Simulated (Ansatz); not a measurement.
The start is a generated cell, Cu built in the beta-W structure type. A full variable-cell relaxation at zero pressure is run with PBE (plane waves to 420 eV, PAW, scalar-relativistic; Ansatz, a first-principles code). The first steps use a coarse 7×7×7 k-mesh.

Initial structure:
```
Cu
1.0
    4.57844     0.00000     0.00000
    0.00000     4.57844     0.00000
    0.00000     0.00000     4.57844
Cu
8
Direct
  0.25000   0.00000   0.50000
  0.75000   0.00000   0.50000
  0.00000   0.50000   0.25000
  0.00000   0.50000   0.75000
  0.50000   0.25000   0.00000
  0.50000   0.75000   0.00000
  0.00000   0.00000   0.00000
  0.50000   0.50000   0.50000
```

Initial pressure: +3.2 GPa (positive: the cell is compressed)
Outcome: The space group stays Pm-3n (No. 223) (the run could not lower it), with 8 atoms in the primitive cell
Shortest distances (start → end): The closest pairs of elements (up to four, under 3.6 Å), start → end: Cu–Cu 2.29 → 2.31 Å
Band gap at the end: zero (metallic)
Optimiser moves: 3

The end point of the relaxation:

Space group Pm-3n (No. 223); a = b = c = 4.6139 Å, α = β = γ = 90.00°

```json
[
 {"atom": "Cu", "site": "6c", "symmetry": "-4m.2", "x": "0.0000", "y": "0.5000", "z": "0.2500"},
 {"atom": "Cu", "site": "2a", "symmetry": "m-3.", "x": "0.0000", "y": "0.0000", "z": "0.0000"}
]
```

Final values are on a 10×10×10 k-mesh of the relaxed cell. No spin polarisation in the result.

The run could not lose the symmetry of its start: the end is stationary, and may be a saddle point rather than a minimum.

All atoms sit on sites fixed by symmetry, so only the cell could relax.

The relaxed structure here is a generated cell of Cu: the first start was made by placing the elements on the sites of a structure type, and the end was not matched to a known phase here, so it may be hypothetical. Known forms of Cu include space group No. 225.
